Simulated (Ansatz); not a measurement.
# Ansatz 0.2.0, relaxation: Lu₂ZrAgBi

Input:

```yaml
crystal:
  lattice:
    - [3.903159, 0.0, 0.0]
    - [1.951579, -6.738871, 0.0]
    - [0.0, 0.0, -8.67325]
  atoms:
    - { symbol: Lu, position: [0.34378, 0.31244, 0.43785] }
    - { symbol: Lu, position: [0.65622, 0.68756, 0.93785] }
    - { symbol: Lu, position: [0.65622, 0.68756, 0.56215] }
    - { symbol: Lu, position: [0.34378, 0.31244, 0.06215] }
    - { symbol: Bi, position: [0.29152, 0.41696, 0.75] }
    - { symbol: Bi, position: [0.70848, 0.58304, 0.25] }
    - { symbol: Ag, position: [0.0, 0.0, 0.5] }
    - { symbol: Ag, position: [0.0, 0.0, 0.0] }
    - { symbol: Zr, position: [0.91903, 0.16194, 0.75] }
    - { symbol: Zr, position: [0.08097, 0.83806, 0.25] }
  symmetry: { tolerance: 0.0003 }
kpoints:
  mp_grid: { grid: [6, 6, 3], shift: [0, 0, 0] }
magnetization:
  spin_polarized: false
scf:
  occupations: { method: fermi_dirac }
  lower_state_search: "off"
hamiltonian:
  pseudopotentials: { kind: paw }
  xc: pbe
basis:
  ecutwfc: 420
  fft_grid_basis: typed
relax:
  max_steps: 80
  cell: { p_target: 0.0 }
output:
  forces: true
  stress: true
  eigenvalues: true
  bader: true
  populations: true
  elf: true
  write_potential: true
  volumetric_format: npy
  dos:
    e_range: [-12, 8]
    de: 0.05
    projected: { site_lists: { Ag: [Ag], Bi: [Bi], Lu: [Lu], Zr: [Zr] } }
  write_density: true
checkpoint:
  read: saved_state
```

Launch command:

```bash
ansatz run input.yaml --threads 2 --pin off --max-ram 2560MiB --backend cpu --events-out ev --progress --plain --runs-dir out
```

Origin of the cell: a known structure type with other elements, at an estimated volume, so it need not be a known compound.

The smearing width isn't typed, so it takes its default of 0.1 eV.

The saved state is a converged single point of the same cell.

Steps («new basis» is an SCF on plane waves selected anew at the same cell):

```csv
step,ΔF (meV/atom),max force component (eV/Å),P (GPa),volume (Å³),SCF iterations,step was
1,0.0,5.209,22.34,228.13,8,accepted
2,-384.3,1.361,7.46,251.50,11,accepted
3,-509.3,0.469,2.57,263.82,10,accepted
4,-547.5,0.361,0.23,272.95,10,accepted
5,-560.0,0.120,-0.06,275.28,11,accepted
6,-562.6,0.090,-0.18,275.77,10,accepted
7,-564.0,0.035,0.24,273.69,9,accepted
8,-565.6,0.108,0.14,273.22,10,accepted
9,-566.2,0.179,0.16,271.21,9,accepted
10,-568.4,0.094,-0.11,272.17,9,accepted
11,-570.0,0.031,0.38,268.96,8,accepted
12,-570.7,0.051,0.20,268.03,8,accepted
13,-570.6,0.024,-0.30,270.21,9,accepted
14,-570.9,0.007,-0.03,268.93,8,accepted
15,-570.9,0.001,0.00,268.62,9,accepted
16,-575.0,0.002,0.25,268.62,9,new basis
17,-576.3,0.026,0.19,267.32,9,accepted
18,-578.2,0.232,0.06,265.18,9,accepted
19,-579.5,0.192,0.69,260.16,9,accepted
20,-577.7,0.438,0.18,262.08,10,rejected
21,-583.4,0.093,-0.26,263.51,13,accepted
22,-585.7,0.056,-0.10,262.24,9,accepted
23,-589.9,0.199,0.05,260.70,11,accepted
24,-597.4,0.196,-0.20,260.56,9,accepted
25,-605.4,0.384,0.45,258.00,10,accepted
26,-614.6,0.169,0.08,258.73,9,accepted
27,-620.5,0.141,0.15,258.54,9,accepted
28,-626.8,0.050,0.01,258.03,9,accepted
29,-627.8,0.036,-0.09,258.06,10,accepted
30,-627.9,0.057,0.28,256.60,9,accepted
31,-628.0,0.019,-0.15,258.20,7,accepted
32,-628.1,0.007,0.01,257.63,7,accepted
33,-629.7,0.007,0.12,257.63,8,new basis
34,-629.8,0.004,-0.01,258.18,6,accepted
35,-629.8,0.004,-0.01,258.18,7,new basis
```

The starting structure.

Space group Cmcm (No. 63); the run's cell has a = 3.903 Å, b = 7.016 Å, c = 8.673 Å, α = 90.00°, β = 90.00°, γ = 73.85°. Shortest distances: Ag–Zr 2.43 Å, Bi–Zr 2.60 Å, Bi–Lu 2.80 Å, Ag–Lu 2.92 Å, Lu–Lu 3.26 Å, Lu–Zr 3.49 Å.

The relaxed structure.

Space group Cmcm (No. 63); the run's cell has a = 4.689 Å, b = 5.421 Å, c = 11.263 Å, α = 90.00°, β = 90.00°, γ = 64.38°. Shortest distances: Ag–Zr 2.82 Å, Bi–Zr 2.98 Å, Ag–Lu 3.02 Å, Bi–Lu 3.28 Å, Lu–Zr 3.40 Å, Lu–Lu 3.49 Å.

```
CELL_PARAMETERS angstrom
4.68920 0.00000 0.00000
2.34460 -4.88829 0.00000
0.00000 0.00000 -11.26347
ATOMIC_POSITIONS crystal
Lu 0.33432 0.33136 0.41189
Lu 0.66568 0.66864 0.91189
Lu 0.66568 0.66864 0.58811
Lu 0.33432 0.33136 0.08811
Bi 0.30855 0.38290 0.75000
Bi 0.69145 0.61710 0.25000
Ag 0.00000 0.00000 0.50000
Ag 0.00000 0.00000 0.00000
Zr 0.99640 0.00721 0.75000
Zr 0.00360 0.99279 0.25000
```

* Free energy lowered by: 629.8 meV/atom
* Volume change: 13.17 %
* Final pressure: -0.01 GPa
* Relaxation steps listed: 35
* Gap on the mesh: none (metal)

Caveats: no dispersion correction, so spacings can come out too large where layers or molecules are weakly bound; no moments, though an odd count or open d shells may carry them; no spin-orbit coupling, though heavy elements are present; the given cell is far from equilibrium, with atoms too close or a volume far off; the relaxation held the start's symmetry, so the end may be a saddle point.

The run took 25 min on 2 threads of Arm Neoverse V2, on a shared host, peak memory 1.1 GiB, from a saved density.
